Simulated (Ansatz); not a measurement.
Be:
```
CELL_PARAMETERS angstrom
      0.00000     2.46552     2.46552
      2.46552     0.00000     2.46552
      2.46552     2.46552     0.00000
ATOMIC_POSITIONS crystal
  Be 0.00000 0.00000 0.00000
  Be 0.25000 0.25000 0.25000
```

Relaxed with r²SCAN. Special points in fractions of this cell's reciprocal vectors: Γ (0.000, 0.000, 0.000); X (0.500, 0.000, 0.500); U (0.625, 0.250, 0.625); K (0.375, 0.375, 0.750); L (0.500, 0.500, 0.500); W (0.500, 0.250, 0.750).

List the band energies nearest the Fermi level at these points for r²SCAN in the plane-wave PAW code Ansatz.

In eV from the Fermi level; about four levels below and three above (degenerate sets whole), none deeper than 8.9 eV; … stands for higher levels left out; points with the same levels are listed once.

```csv
k,below,above
Γ,-7.81,5.17 5.17 5.17
X,-2.59 -2.59,0.83 0.83 …
U,-2.37 -2.00 -1.48,1.45 7.08 …
L,-4.01 -3.67,3.30 3.30 …
W,-1.81 -1.81 -0.82 -0.82,…
```

Space group Fd-3m (diamond). The start of the workflow was typed in or built on a structure type; neither database checked (COD, Materials Project) lists it. It is not the phase usual at ambient conditions (space group No. 194). The cell was relaxed with r²SCAN under the symmetry of its start. At this level the phase is mechanically unstable. The volume moved by 16 % from the start of the relaxation.

Potentials: the later of the program's two PAW sets.
